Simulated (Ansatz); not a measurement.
# One input, then a changed one: ZrB$_{2}$

First run: DFT, PBEsol, PAW with Ansatz's default frozen-core files, scalar-relativistic (Ansatz 0.2.0).

Command: `ansatz run input.yaml --threads 1 --pin off --max-ram 3072MiB --backend cpu --events-out ev --progress --plain --runs-dir out` It took 2 s on 1 thread of Intel(R) Xeon(R) 6975P-C (Granite Rapids) (shared host), peak memory 0.37 GiB.

```yaml
crystal:
  lattice:
    - [3.1545330261, 0.0, 0.0]
    - [-1.5772665131, 2.7319057377, 0.0]
    - [0.0, 0.0, 3.5079105588]
  atoms:
    - { symbol: Zr, position: [0.0, 0.0, 0.0] }
    - { symbol: B, position: [0.3333333333, 0.6666666667, 0.5] }
    - { symbol: B, position: [0.6666666667, 0.3333333333, 0.5] }
kpoints:
  mp_grid: { grid: [13, 13, 10] }
scf:
  occupations: { method: fermi_dirac, width: 0.05 }
hamiltonian:
  xc: pbesol
  pseudopotentials: { kind: paw }
output:
  forces: true
  stress: true
  eigenvalues: true
  populations: true
  write_density: true
  write_potential: true
  elf: true
  volumetric_format: npy
```

The cell comes from a relaxation on PAW files under the same functional, begun from a database entry that needn't be the ground state.

It converges in 6 SCF iterations at a pressure of -0.02 GPa, cutoff 420 eV.

The input is then changed:

```diff
 kpoints:
-  mp_grid: { grid: [13, 13, 10] }
+  mp_grid: { grid: [6, 6, 5] }
 scf:
   populations: true
-  write_density: true
-  write_potential: true
-  elf: true
-  volumetric_format: npy
+basis:
+  ecutwfc: "400 eV"
```

Predict the outcome of the changed run.

It converges in 6 SCF iterations at a pressure of 0.19 GPa, cutoff 400 eV, free energy +16.8 meV/atom against the first run's. More than one line changes, and not each need have an effect. Some of the changed settings are coarser than converged work would use.
